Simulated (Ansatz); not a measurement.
# Structures of BaTl3B: which is lowest?

Plane-wave DFT in Ansatz with scalar-relativistic PAW potentials, cutoff 420 eV, Γ-centred meshes chosen by cell and gap, Gaussian smearing with energies taken to zero width. Every cell was relaxed (cell and atoms) in a run of its own, within the symmetry of its start. Functional: PBE.

Relaxed structures (starts from databases or built by putting these elements on another compound's sites):
A. P6_3/mmc, 10 atoms in the computed cell, a = 8.245 Å, c = 5.102 Å; sites (symmetry × multiplicity) Ba -6m2 × 2, Tl mm2 × 6, B -3m. × 2; start: built
B. Pm-3m, 5 atoms in the computed cell, a = 5.249 Å; sites (symmetry × multiplicity) Ba m-3m × 1, Tl 4/mm.m × 3, B m-3m × 1; start: built

Rank them by energy. Could pressure change the order?

```csv
structure,group,E − E(lowest) (meV/atom),V (Å³/atom),gap on mesh (eV)
A,P6_3/mmc,0.0,30.03,0.00
B,Pm-3m,143,28.93,0.00
```

A is lowest, 143 meV/atom under B. B is denser by 1.11 Å³/atom, so pressure favours it: ΔE/ΔV, with ΔE in eV and 1 eV/Å³ = 160.2 GPa, gives about 21 GPa for equal enthalpy if both cells were rigid; at such pressures compression changes ΔV much, so this is a scale only. Other structures may lie lower than all of these, and vibrations aren't counted.

Spin-orbit coupling is left out, which matters for the bands of heavy elements. For Tl, Pb and Bi spin-orbit coupling shifts energies too.